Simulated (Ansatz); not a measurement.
An Ansatz (a quantum-chemistry and plane-wave program) run. Input:

Ansatz 0.2 input:
```yaml
crystal:
  lattice:
    - [3.7993313139, 0.0, 0.0]
    - [0.0, 3.7993313139, 0.0]
    - [0.0, 0.0, 3.7993313139]
  atoms:
    - { symbol: W, position: [0.0, 0.0, 0.0] }
    - { symbol: O, position: [0.0, 0.0, 0.5] }
    - { symbol: O, position: [0.5, 0.0, 0.0] }
    - { symbol: O, position: [0.0, 0.5, 0.0] }
kpoints:
  mp_grid: { grid: [7, 7, 7] }
basis: { xc_grid: 2 }
hamiltonian:
  xc: pbesol
  pseudopotentials: { kind: paw }
scf:
  occupations: { method: fixed }
checkpoint: { read: static.run }
output: { bader: true, populations: true }
```

Output (shortened):

```
Pseudopotential: W, paw, valence charge 14
Pseudopotential: O, paw, valence charge 6
Functional definition: PBEsol
Crystal: 4 atoms, lattice volume = 54.843 Å³
Basis set: ecut = 420 eV, 1045 PW (Γ), exchange–correlation on 54×54×54 points (8 copies of the dense FFT grid, shifted against one another)
Bands: 20, of which v1, the nominal top of the filled ones, is band 16 counted from 1 (15 counted from 0)
Symmetry: 48 space group operations
Space group: Pm-3m (ITA 221), of the structure as read, at distance tolerance 3.8e-5 Å
k-points: 20 of 343
Stability of the state it starts from, as read at its close in the unpolarized treatment …
iter 1 solved again at ethr=1.19e-8 eV; its pass at ethr=3.10e-3 eV (dr2=3.81e-6 eV) is discarded
SCF iter   1: F=—  HF=-11940.120797 eV  |F-HF|=—  |Δ(HF+E_count)|=         —  Δρ=2.70e-7  dr2=2.49e-11  ethr=1.19e-8  ⟨swp⟩=4.0  Hψ=3097  notcnv=0  defer=33
preconditioner: auto → Resta (q_TF=auto, 2.494 Å⁻¹)
SCF iter   2: F=-11940.120797 eV  HF=-11940.120797 eV  |F-HF|=3.64e-12  |Δ(HF+E_count)|=   1.55e-9  Δρ=1.95e-7  dr2=2.08e-11  ethr=1.00e-12  ⟨swp⟩=9.4  Hψ=1740  notcnv=0
SCF 1 converged in 2 iterations: F = -11940.120797 eV  dr2 = 2.08e-11
SCF converged after 2 iterations
Free energy (F): -11940.120797 eV
Harris-Foulkes:  -11940.120797 eV  (|F-HF|=3.64e-12)
Internal energy: -11940.120797 eV  (E = F + TS)
E sigma→0 (E₀):  -11940.120797 eV
Fermi energy:    5.973108 eV
--- Per-component energies (eV) ---
  E_band       = -351.134118
  E_kinetic    = 968.858106
  E_local      = -2716.414176  (includes V_loc(G=0)·N_el)
  E_nonlocal   = 144.470237
  E_hartree    = 999.310607
  E_xc         = -480.187864
  E_vxc        = -514.146947  (∫ρ·V_xc dr)
  E_paw        = -8891.897168  (= ΣΔE_a)
  E_vpaw       = -232.529964  (= ΣTr[D̂ρ^β])
  E_aug_tail   = 0.007407  (compensation charges beyond the density's cutoff)
  E_ewald      = -1964.595602
  E_core_change = 0.327656  (= ΣΔE_core)
  E_smearing   =  0.000000  (= −TS)
  E_closure    =  0.000000  (closes the sum)
  Σ components = -11940.120797   (vs F -11940.120797, Δ=0.00e0)
  [band-id]    e_kinetic+e_local+e_nonlocal+2·e_hartree+e_vxc+e_vpaw+e_augmentation_tail = -351.134123   (vs E_band -351.134118, Δ=-4.99e-6)
--- Band table (eV; the first three rows and the last of 20) ---
  k-point 0: bands = ["-68.6545", "-32.8892", "-32.8892", "-32.8892", "-12.3596", "-11.5469", "-11.5469", "2.9267", "2.9267", "2.9267", "4.8497", "4.8497", "4.8497", "4.9997", "4.9997", "4.9997", "6.6171", "6.6171", "6.6171", "11.7267"]
  k-point 1: bands = ["-68.6544", "-32.9036", "-32.8885", "-32.8885", "-12.2638", "-11.5427", "-11.3942", "2.2566", "2.8864", "2.8864", "4.2450", "4.2450", "4.4046", "4.7898", "4.9550", "4.9550", "6.6276", "7.5578", "7.5578", "11.7292"]
  k-point 2: bands = ["-68.6543", "-32.9356", "-32.8869", "-32.8869", "-12.1291", "-11.5332", "-10.9045", "0.5431", "2.7101", "2.7101", "3.5908", "3.5908", "3.8358", "4.6610", "4.9606", "4.9606", "6.6513", "9.0020", "9.0020", "11.7346"]
  k-point 19: bands = ["-68.6539", "-32.9531", "-32.9530", "-32.9530", "-10.3414", "-10.2880", "-10.2880", "-0.9442", "-0.9442", "-0.3723", "0.6722", "0.6940", "0.6940", "5.9349", "5.9349", "5.9731", "11.3342", "11.3897", "11.3897", "15.3220"]
--- Löwdin populations: 4 sites ---
  site symbol       q [e]
     0      W     12.1338
     1      O      6.5707
     2      O      6.5707
     3      O      6.5707
  spilling = 0.004817 (of n_electrons = 32.000000)
--- Bader charges: 4 sites ---
  site symbol  charge [e]  shift [e]
     0      W      3.0808     0.0071
     1      O     -1.0269     0.0024
     2      O     -1.0269     0.0024
     3      O     -1.0269     0.0024
  shift: an alarm, by how much a part of what the PAW files miss would move the charge. Where it is large, compare
  with a run on PAW files of another source; a small one proves nothing
  estimated error of the sums over rays = 1.8e-4 e
```

Cost: about 80 core-seconds (a rough figure) on shared cores.

The first step of the workflow began from a Materials Project structure, measured or hypothetical; the Crystallography Open Database copy checked does not list it. COD files the formula under space group No. 2, 14, 62, 129, 130, 191, so this cell is another polymorph or a model. Whether it is the stable phase at ambient conditions was not checked. The PBEsol relaxation kept the symmetry of its start; its stability against distortions is not shown here. No spin polarisation was allowed. No Hubbard U is applied. Scalar-relativistic: spin–orbit coupling is off unless named, which matters more the heavier the elements.

Potentials: the later of the program's two PAW sets.

Ansatz is a plane-wave DFT program.
